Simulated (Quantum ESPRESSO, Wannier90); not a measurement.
**MoF₆ (Im-3m), plane waves to Wannier functions**

```
begin unit_cell_cart
ang
   -3.1673450000    3.1673450000    3.1673450000
    3.1673450000   -3.1673450000    3.1673450000
    3.1673450000    3.1673450000   -3.1673450000
end unit_cell_cart
begin atoms_frac
Mo   0.0000000000  0.0000000000  0.0000000000
F   -0.2893300000 -0.2893300000  0.0000000000
F    0.2893300000  0.2893300000  0.0000000000
F    0.0000000000 -0.2893300000 -0.2893300000
F   -0.0000000000  0.2893300000  0.2893300000
F   -0.2893300000  0.0000000000 -0.2893300000
F    0.2893300000  0.0000000000  0.2893300000
end atoms_frac
```

Materials Project entry mp-558836; symmetrised, unrelaxed at this level. Not found in the COD (Crystallography Open Database) copy used, which has the formula in other groups; not checked further. Computed values, not measurements, from PBEsol: Quantum ESPRESSO (norm-conserving PseudoDojo potentials, cutoff 68 Ry, no spin polarisation, no spin-orbit coupling) on a Γ-centred 4×4×4 mesh, then Wannier90. Density: 8×8×8 mesh, cold smearing 0.01 Ry.

A tight-binding model is made by disentanglement and projection with no localisation steps (num_iter = 0), so the 23 orbitals stay atom-like: hydrogen-like Mo: d; F: p, axes along x, y, z; frozen window up to 5.79 eV relative to the valence-band maximum. It follows pw.x to 0.5 meV rms for states up to 5.3 eV relative to the valence-band maximum. Matrix elements depend on this choice of orbitals and windows.

Question: What are the on-site energies relative to the valence-band maximum, and how fast do the hoppings decay?

Answer: 
```
atom     orbitals  energy (eV)
----  -----------  -----------
Mo1    dz2 dx2-y2         5.80
Mo1   dxz dyz dxy         2.21
F2             pz        -1.03
F2          px py        -0.72
F3             pz        -1.03
F3          px py        -0.72
F4          pz py        -0.72
F4             px        -1.03
F5          pz py        -0.72
F5             px        -1.03
F6          pz px        -0.72
F6             py        -1.03
F7          pz px        -0.72
F7             py        -1.03
```

```csv
distance of the centres (Å),largest modulus (eV)
1–2,3.3
2–3,0.41
3–4,0.17
4–5,0.051
5–6,0.0061
6–7,0.0093
7–8,0.00077
```
